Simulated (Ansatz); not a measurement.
Given:

Hf$_{2}$C:
```xyz
6
Lattice="3.6064 0.0000 0.0000 0.0000 3.6064 0.0000 0.0000 0.0000 6.8542" Properties=species:S:1:pos:R:3 pbc="T T T"
Hf     0.0000     0.0000     0.0000
Hf     1.8032     1.8032     0.0000
Hf     1.8032     0.0000     2.5301
Hf     0.0000     1.8032     4.3240
C      1.8032     0.0000     4.9939
C      0.0000     1.8032     1.8602
```

This is the r²SCAN-relaxed structure.

**Question.** All from DFT-r²SCAN in the program Ansatz with PAW potentials, unless another level is named. Predict the electronic character.

**Answer.** metallic (no gap).

**Question.** Predict the formation energy from the elements (no fitted shifts).

**Answer.** 0.11 eV/atom.

**Question.** And the density of states at the Fermi level?

**Answer.** 0.38 states/eV per atom (mean over ±0.08 eV).

Space group P4/nmm. A made-up cell: these elements were put on the sites of a structure type; neither database checked (COD, Materials Project) lists it. Whether it is the stable phase at ambient conditions was not checked. The cell was relaxed with r²SCAN under the symmetry of its start; whether a distortion lowers the energy is not shown. No spin polarisation was allowed. The references are the lowest solids computed at this level, not always the standard phases. Scalar-relativistic: spin–orbit coupling is off unless named, which matters more the heavier the elements.

Potentials: the later of the program's two PAW sets.
